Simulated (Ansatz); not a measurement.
Space group P6/mmm (No. 191). a = 3.097 Å, b = 3.097 Å, c = 3.286 Å, α = 90.00°, β = 90.00°, γ = 120.00°
```tsv
atom	site	symmetry	x	y	z
Nb	1a	6/mmm	0.0000	0.0000	0.0000
B	2d	-6m2	0.3333	0.6667	0.5000
```

Equation of state of this NbB₂ structure (not necessarily the ground state), with shape and atoms relaxed at each volume where symmetry leaves them free. It has no gap at any of these volumes. The calculation used Ansatz 0.2.0, DFT PBEsol, scalar-relativistic, plane waves, PAW.

Plane waves to 420 eV, a k mesh through Γ of 18×18×12 on the computed 3-atom cell and Gaussian smearing (0.10 eV); no spin polarisation.

| V (Å³/atom) | E − E(largest V) (meV/atom) | P (GPa) |
| --- | --- | --- |
| 8.006 | 79.10 | 49.68 |
| 8.279 | 7.96 | 34.29 |
| 8.552 | -38.88 | 21.09 |
| 8.825 | -64.85 | 9.75 |
| 9.098 | -72.90 | 0.00 |
| 9.371 | -65.54 | -8.39 |
| 9.644 | -44.93 | -15.59 |
| 10.007 | 0.00 | -23.66 |

Q: Fit a third-order Birch–Murnaghan equation to E(V).

A: V0 = 9.10 Å³/atom, B0 = 301 GPa, B0' = 4.0.